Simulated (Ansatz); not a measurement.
Theory: DFT PBE, scalar-relativistic, plane waves, PAW in Ansatz 0.2.0. All cells share a 420 eV cutoff and Γ-centred k meshes spaced about 0.3 Å⁻¹ or finer (0.25 for metals, 2π included). No spin polarisation in the final relaxations.

Temperature and zero-point effects are left out. All come from trial cells, and lower structures may exist.

Task: Which of these relaxed structures of MoH₃ is the lowest in energy?
1.

```
H Mo
1.0
     4.71600    0.00000    0.00000
    -2.35800    4.08417    0.00000
     0.00000    0.00000    2.84584
H Mo
6 2
Cartesian
  1.3422 0.0000 0.0000
  -0.6711 1.1624 0.0000
  1.6869 2.9218 0.0000
  3.3738 0.0000 1.4229
  -1.6869 2.9218 1.4229
  0.6711 1.1624 1.4229
  0.0000 2.7228 0.7115
  2.3580 1.3614 2.1344
```

2.

```
H Mo
1.0
     1.50073   -3.11984    0.00000
     1.50073    3.11984    0.00000
     0.00000    0.00000    2.77854
H Mo
3 1
Direct
  0.31004 0.68996 0.00000
  0.68996 0.31004 0.00000
  0.50000 0.50000 0.50000
  0.00000 0.00000 0.00000
```

3.

```
H Mo
1.0
     2.88141    0.00000    0.00000
    -1.44070    2.49537    0.00000
     0.00000    0.00000    3.86784
H Mo
3 1
Direct
  0.33333 0.66667 0.25307
  0.33333 0.66667 0.74693
  0.00000 0.00000 0.00000
  0.00000 0.00000 0.50000
```

Result: 3. It has space group P-6m2 (No. 187); the next, 1, with space group P6_322 (No. 182), lies 47 meV/atom higher. Counting H atoms around Mo (those within 1.25 times the shortest such distance or 1.15 times the sum of covalent radii, 1.27 where that leaves under three), the lowest has Mo 8 and the next has Mo 6. Even the lowest lies +0.27 eV/atom against the elements.

With hydrogen, zero-point motion can shift such differences by 10 meV/atom or more. With atoms moved at random, P6_322 (by 108 meV/atom) fell into a lower structure. Without a clear test, and held by symmetry: P-6m2 and Cmmm. Some structure types and database cells were kept out of the candidates from the start, so a known form may be missing.
